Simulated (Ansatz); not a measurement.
Polymorphs of ZrMo, each relaxed with PBE (plane waves, PAW; program Ansatz):

A: Cmcm
a = 3.232 Å, b = 12.008 Å, c = 4.070 Å, α = β = γ = 90.00°

```
atom  site  symmetry       x       y       z
----  ----  --------  ------  ------  ------
Zr      4c       m2m  0.0000  0.3312  0.2500
Mo      4c       m2m  0.0000  0.0596  0.2500
```

B: CsCl type (Pm-3m)
a = 3.3410 Å, b = 3.3410 Å, c = 3.3410 Å, α = 90.00°, β = 90.00°, γ = 90.00°

```csv
atom,site,symmetry,x,y,z
Mo,1a,m-3m,0.0000,0.0000,0.0000
Zr,1b,m-3m,0.5000,0.5000,0.5000
```

Task: Put the candidates in order of energy per atom at 0 K, lowest first, for PBE.

Result: B (+0 meV/atom), A (+149 meV/atom)

Typed or built starts, not in the databases checked: A; B. All cells were relaxed under the symmetry of their starts (and spin orders); stability against distortions was not tested throughout. Named crystals with no word on spin ran without spin polarisation. Scalar-relativistic: spin–orbit coupling is off unless named, which matters more the heavier the elements.

Energies hold the estimated change up to a 700 eV cutoff; steps of a few meV lie near the error of the meshes.

Potentials: the earlier of the program's two PAW sets.
